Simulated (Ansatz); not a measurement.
Relaxation of a randomly generated symmetric cell of Cd (space group No. 227); 4 atoms in the cell, which starts as Fd-3m, origin choice 1 (No. 227), cF16; a = b = c = 7.436 Å, α = β = γ = 90.00°. Level of theory: PBEsol (plane waves to 420 eV, PAW, scalar-relativistic; Ansatz, a quantum-chemistry and plane-wave program). Γ-centred k-mesh 8×8×8 on the run's cell (coarser than for final values), Fermi–Dirac smearing 0.05 eV. This is the first round of the run. 

The optimiser's lines from the output (shortened; P is positive under compression):

```
relax step   1: F+E_penalty+E_count = -32733.70515050 eV  Δ(F+E_penalty+E_count) = +0.000e0 eV  max|allowed force component| = 2.672e-28 eV/Å  Δτ_max = 0.0000 Å  P = +15.292 GPa  Ω = 102.791 Å³  (7 SCF iters, dr2 threshold 1.00e-7 eV, accepted)
relax step   2: F+E_penalty+E_count = -32734.64149021 eV  Δ(F+E_penalty+E_count) = -9.363e-1 eV  max|allowed force component| = 7.110e-28 eV/Å  Δτ_max = 0.0000 Å  P = +4.833 GPa  Ω = 118.911 Å³  (6 SCF iters, dr2 threshold 4.00e-7 eV, accepted)
relax step   3: F+E_penalty+E_count = -32734.82672371 eV  Δ(F+E_penalty+E_count) = -1.852e-1 eV  max|allowed force component| = 8.583e-28 eV/Å  Δτ_max = 0.0000 Å  P = +1.839 GPa  Ω = 128.180 Å³  (6 SCF iters, dr2 threshold 4.00e-7 eV, accepted)
relax step   4: F+E_penalty+E_count = -32734.86938734 eV  Δ(F+E_penalty+E_count) = -4.266e-2 eV  max|allowed force component| = 2.640e-28 eV/Å  Δτ_max = 0.0000 Å  P = +0.390 GPa  Ω = 134.618 Å³  (5 SCF iters, dr2 threshold 4.00e-7 eV, accepted)
relax step   5: F+E_penalty+E_count = -32734.87170779 eV  Δ(F+E_penalty+E_count) = -2.320e-3 eV  max|allowed force component| = 1.136e-28 eV/Å  Δτ_max = 0.0000 Å  P = +0.018 GPa  Ω = 136.627 Å³  (5 SCF iters, dr2 threshold 3.80e-7 eV, accepted)
relax step   6: F+E_penalty+E_count = -32734.87983146 eV  Δ(F+E_penalty+E_count) = -8.124e-3 eV  max|allowed force component| = 1.189e-28 eV/Å  Δτ_max = 0.0000 Å  P = +0.187 GPa  Ω = 136.627 Å³  stress off target by 1.87e-1 GPa  SCF on the basis re-selected at this cell (its energy is not comparable with the rows above)  (7 SCF iters)
relax step   7: F+E_penalty+E_count = -32734.88044029 eV  Δ(F+E_penalty+E_count) = -6.088e-4 eV  max|allowed force component| = 2.843e-28 eV/Å  Δτ_max = 0.0000 Å  P = +0.030 GPa  Ω = 137.682 Å³  (5 SCF iters, dr2 threshold 8.70e-8 eV, accepted)
relax step   8: F+E_penalty+E_count = -32734.88044154 eV  Δ(F+E_penalty+E_count) = -1.248e-6 eV  max|allowed force component| = 1.336e-28 eV/Å  Δτ_max = 0.0000 Å  P = +0.002 GPa  Ω = 137.881 Å³  (5 SCF iters, dr2 threshold 2.30e-9 eV, accepted)
relax step   9: F+E_penalty+E_count = -32734.88055898 eV  Δ(F+E_penalty+E_count) = -1.174e-4 eV  max|allowed force component| = 2.703e-28 eV/Å  Δτ_max = 0.0000 Å  P = +0.001 GPa  Ω = 137.881 Å³  stress off target by 1.42e-3 GPa  SCF on the basis re-selected at this cell (its energy is not comparable with the rows above)  (7 SCF iters)
```

From the first to the last row the energy changes by -0.29 eV/atom and the volume by +34.1 %. The last row is marked as not comparable with the walk above it, whose basis was carried along; it does compare with step 1, since both stand on a basis selected at the nominal cutoff for their own cell.

Later rounds, restarted from the end of this one on a renewed k-mesh, logged 7 more steps and released under 0.01 eV/atom more. The final structure after all rounds: Fd-3m, origin choice 1 (No. 227), cF16; a = b = c = 8.199 Å, α = β = γ = 90.00°. Between re-selections the logged energies stand on a plane-wave basis carried along with the cell. No spin polarisation in the result.

The run could not lose the symmetry of its start: the end is stationary, and may be a saddle point rather than a minimum.

All atoms sit on sites fixed by symmetry, so only the cell could relax.

The relaxed structure here is a generated cell of Cd: the first start was made by a random draw of sites in a space group, and the end was not matched to a known phase here, so it may be hypothetical. Known forms of Cd include space group No. 194.
